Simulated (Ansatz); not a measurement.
Values for one crystal, relaxed and computed with plane-wave PAW LDA (Ansatz code); other levels are named.

* **Volume per atom**: 8.62 Å³
* **Electronic character**: metallic (no gap)
* **Pressure derivative B′**: 5.0
* **Density of states at the Fermi level**: 0.35 states/eV per atom (mean over ±0.08 eV)
* **Bulk modulus (Birch–Murnaghan fit)**: 345 GPa
* **Zone-centre stability**: no imaginary mode at Γ
* **Highest zone-centre frequency**: 1048 cm⁻¹

### Question
Pick the material that matches.
(A) TaN, P-62m (Ta on 1a, Ta on 2d, N on 3f)
(B) RuN2, Pnnm (Ru on 2a, N on 4g)
(C) SrN2, MoSi2 or CaC2 type
(D) ZrN, NiAs type

### Answer
B, RuN2, Pnnm (Ru on 2a, N on 4g)

The first step of the workflow began from a Materials Project structure, measured or hypothetical; the Crystallography Open Database copy checked does not list it. Its standing as an ambient phase is unchecked. Symmetry was held in the LDA relaxation. No spin polarisation was allowed. As this level gives no gap, phonon frequencies hold no LO–TO term and depend on the k-mesh and smearing (Fermi–Dirac, 0.1 eV here). Scalar-relativistic: spin–orbit coupling is off unless named, which matters more the heavier the elements.

Potentials: the later of the program's two PAW sets.
